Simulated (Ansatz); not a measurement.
WSe$_{2}$ in space group P6_3/mmc (No. 194; W on 2c, Se on 4f), the program Ansatz at the LDA level (PAW), all energies at zero smearing, with the estimated change up to a 700 eV cutoff added, with one set of potentials and settings (totals compare only within such a set). Cell of 6 atoms (2 W, 4 Se): -41796.380 eV.

```csv
element,reference phase,E (eV/atom)
W,"Im-3m, 1 atoms in the cell",-10129.8416
Se,"P3_121, 3 atoms in the cell",-5383.2604
```

Formation energy per atom, worked out: (-41796.380 − 2×(-10129.8416) − 4×(-5383.2604))/6 = -0.609 eV/atom (-59 kJ per mol of atoms), at 0 K, without zero-point energy or fitted corrections.

Symmetry was held in the LDA relaxation; phonons on a q-mesh show no instability. No spin polarisation was allowed. A crystal of weakly bound layers computed without a dispersion correction: the cell and the soft elastic constants depend strongly on that. The references are the lowest solids computed at this level, not always the standard phases. Scalar-relativistic: spin–orbit coupling is off unless named, which matters more the heavier the elements.

Potentials: the later of the program's two PAW sets.
